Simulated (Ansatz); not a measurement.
Hf3Si2 in space group P4/mbm (No. 127; Hf on 4h, Hf on 2a, Si on 4g) under volume change, r²SCAN in the plane-wave PAW code Ansatz, shape and atoms relaxed at each volume.

```tsv
V (Å³/atom)	E − E(relaxed) (meV/atom)	P (GPa)
16.330	…	…
16.869	32.4	10.15
17.407	7.7	4.67
17.945	0.0	0.00
18.484	7.2	-4.18
19.022	…	…
19.561	59.1	-10.97
```

Q: What belongs in the gaps?

A: 
- 16.330, E − E(relaxed) (meV/atom): 76.8
- 16.330, P (GPa): 16.48
- 19.022, E − E(relaxed) (meV/atom): 27.4
- 19.022, P (GPa): -7.80

Q: What does a third-order Birch–Murnaghan fit give for V₀, B₀ and B′?

A: V₀ = 17.94 Å³/atom, B₀ = 148 GPa, B′ = 3.6.

The first step of the workflow began from a Materials Project structure, measured or hypothetical; the Crystallography Open Database copy checked does not list it. Whether it is the stable phase at ambient conditions was not checked. The cell was relaxed with r²SCAN under the symmetry of its start; whether a distortion lowers the energy is not shown. The run is not spin-polarised. Spin–orbit coupling is left out wherever it is not named.

Potentials: the later of the program's two PAW sets.
